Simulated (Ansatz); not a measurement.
Total density of states per atom from PBEsol (plane waves, PAW; program Ansatz), in 0.25 eV bins, energy from the Fermi level:

(E (eV), states/eV/atom): (-7.85, 0.00); (-7.60, 0.00); (-7.35, 0.00); (-7.10, 0.00); (-6.85, 0.00); (-6.60, 0.00); (-6.35, 0.06); (-6.10, 0.44); (-5.85, 0.74); (-5.60, 0.46); (-5.35, 0.45); (-5.10, 0.99); (-4.85, 0.98); (-4.60, 1.14); (-4.35, 0.62); (-4.10, 0.82); (-3.85, 0.89); (-3.60, 1.52); (-3.35, 1.16); (-3.10, 0.79); (-2.85, 0.89); (-2.60, 0.48); (-2.35, 0.70); (-2.10, 1.47); (-1.85, 0.96); (-1.60, 1.39); (-1.35, 1.11); (-1.10, 0.27); (-0.85, 0.31); (-0.60, 0.43); (-0.35, 0.49); (-0.10, 0.46); (0.15, 0.44); (0.40, 0.53); (0.65, 0.57); (0.90, 0.71); (1.15, 1.05); (1.40, 0.89); (1.65, 1.07); (1.90, 1.21); (2.15, 1.18); (2.40, 0.95); (2.65, 1.45); (2.90, 0.94)

Question: Which of these materials gives this?
A. AlMo4S8, F-43m (Al on 4a, S on 16e, S on 16e, Mo on 16e)
B. MgCu2SiS4, Pmn2_1 (Pearson symbol oP16)
C. SiMo3, A15 (Cr3Si type)
D. Si2Mo, MoSi2 or CaC2 type

Answer: C, SiMo3, A15 (Cr3Si type). Within 0.5 eV of the Fermi level: Mo 4d 86 %, Si 3p 7 %. Projections are on Löwdin-orthogonalised atomic valence shells; empty p or d shells of many metals are not among them.

Space group Pm-3n (A15 (Cr3Si type)). The PBEsol relaxation kept the symmetry of its start; of distortions, only those at the zone centre were tested. No spin polarisation was allowed. Spin–orbit coupling is left out wherever it is not named.

Potentials: the later of the program's two PAW sets.
